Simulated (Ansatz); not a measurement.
## Stability checks on a candidate for Hf₃ZrS₈

The cell was found from a structure generator's guess, not taken from experiment.

Theory: Ansatz 0.2.0, DFT PBE, scalar-relativistic, plane waves, PAW. Cutoff 420 eV, Γ-centred 4×4×4 mesh (12-atom cell), Gaussian smearing of 0.02 eV, no spin polarisation.

```yaml
crystal:
  lattice:
    - [6.33844, 0.00000, 0.00000]
    - [0.00000, 7.32180, 0.00000]
    - [-0.00099, 0.00000, 6.81239]
  atoms:
    - { symbol: Zr, position: [0.50000, 0.00000, 0.00000] }
    - { symbol: Hf, position: [0.00000, 0.74966, 0.00000] }
    - { symbol: Hf, position: [0.50000, 0.50000, 0.00000] }
    - { symbol: Hf, position: [0.00000, 0.25034, 0.00000] }
    - { symbol: S, position: [0.66780, 0.74826, 0.21247] }
    - { symbol: S, position: [0.16700, 0.50000, 0.21204] }
    - { symbol: S, position: [0.66780, 0.25174, 0.21247] }
    - { symbol: S, position: [0.16409, 0.00000, 0.21244] }
    - { symbol: S, position: [0.83591, 0.00000, 0.78756] }
    - { symbol: S, position: [0.33220, 0.74826, 0.78753] }
    - { symbol: S, position: [0.83300, 0.50000, 0.78796] }
    - { symbol: S, position: [0.33220, 0.25174, 0.78753] }
```

Energies over the elements count from the elements' standard structures at the same level, with no fitted energy shifts.

Question: These tests were run: energy against the elements; random kick, then relaxation without symmetry; phonons at Γ; elastic tensor. What do they show?

Answer:

| test | result |
| --- | --- |
| energy against the elements | −1.574 eV/atom |
| random kick, then relaxation without symmetry | returns |
| phonons at Γ | lowest optical mode 50 cm⁻¹ |
| elastic tensor | least eigenvalue 0 GPa |

It fails none of these tests. Other phases of the system weren't compared here, so this isn't yet thermodynamic stability. Phonons away from Γ weren't computed.

Weakly bound directions are ill-defined at this level, which has no dispersion term. These runs have no spin–orbit coupling, which can matter for Hf. The reference form of S is held partly by dispersion forces, which this level lacks. The kick test ran on a coarse mesh. The run for the phonons used a 4×4×4 k mesh. The run for the elastic tensor used a 4×4×4 k mesh.
